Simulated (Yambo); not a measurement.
Yambo run on Y2CN2O2 (space group P-3m1, No. 164). The wavefunctions are norm-conserving PBEsol (Quantum ESPRESSO, 84 Ry, no spin-orbit coupling) ones on a 3×3×1 mesh (24 occupied bands); a = 3.6990 Å, b = 3.6990 Å, c = 8.1689 Å, α = 90.00°, β = 90.00°, γ = 120.00°.

Yambo input:

```
rim_cut
gw0
dyson
el_el_corr
HF_and_locXC
ppa
em1d
RandQpts= 1000000
RandGvec= 1 Ry
EXXRLvcs= 84 Ry
VXCRLvcs= 336 Ry
Chimod= "HARTREE"
% BndsRnXp
 1 | 60 |
%
NGsBlkXp= 3 Ry
% LongDrXp
 1.0 | 1.0 | 1.0 |
%
PPAPntXp= 27.2114 eV
% GbndRnge
 1 | 60 |
%
GTermKind= "BG"
DysSolver= "n"
ExtendOut
% QPkrange
 1 | 1 | 24 | 25 |
%
```

k points by index: 1 = Γ.

Table of the .qp output:

```
#    K-point    Band    Eo [eV]    E [eV]    E-Eo [eV]    Vxc [eV]    Vnlxc [eV]    Sc|Eo [eV]    Sc|E [eV]    dSc/dw|Eo [eV]    Re(Z)    Im(Z)
#
    1    24    0.000000    -0.330086    -0.330086    -17.00339    -20.59494    3.186414    3.261459    -6.184421    0.814812    -0.001258
    1    25    3.907580    4.716795    0.809214    -8.783291    -4.380877    -3.462922    -3.593199    -4.380243    0.861347    -0.960281E-3
```
(The two width columns are left out.) Convergence of these settings isn't established.

Geometry of the Materials Project entry, not relaxed at this level.

The structure is a Materials Project entry; no match was found in the copy of COD used, and its stability was not checked.
